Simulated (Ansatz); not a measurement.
# SnGe3O8: rattling a relaxed structure

The structure comes from a generated guess, relaxed at this level; another structure or a mixture of phases may lie lower.

Level of theory: DFT PBE, scalar-relativistic, plane waves, PAW in Ansatz. Plane waves to 420 eV, a k mesh through Γ of 6×6×6 on the computed 12-atom cell and Gaussian smearing (0.02 eV); no spin polarisation.

The cell below (12 atoms, space group Immm (No. 71)) is relaxed within its symmetry.

```xyz
12
Lattice="-2.9928 3.2147 3.2649 2.9928 -3.2147 3.2649 2.9928 3.2147 -3.2649" Properties=species:S:1:pos:R:3 pbc="T T T"
Sn    2.9928    0.0000    0.0000
Ge    0.0000    0.0000    0.0000
Ge    1.5119    0.0000    3.2649
Ge    1.4809    3.2147    0.0000
O     0.0000    0.0000    4.4931
O     0.0000    3.2147    1.2077
O     1.5942    1.9379    3.2649
O    -1.5942    1.9379    3.2649
O     0.0000    0.0000    2.0366
O     2.9928    0.0000    2.0571
O     4.5870    1.2768    0.0000
O     1.3987    1.2768    0.0000
```

For the test it was strained at random (σ = 1.5 % a component), the atoms were moved at random (σ = 0.05 Å), and all was relaxed again on a coarse 4×4×4 mesh (in the run’s order of axes) with 0.10 eV smearing, with no symmetry imposed.

Problem. Is the structure stable against such a distortion?

Solution. It returns, within 1 meV/atom of the unmoved cell on that mesh and with the same symmetry when read at 0.1 Å. No instability shows in this cell; modes of other wave vectors, which need another repeat, aren't tested.
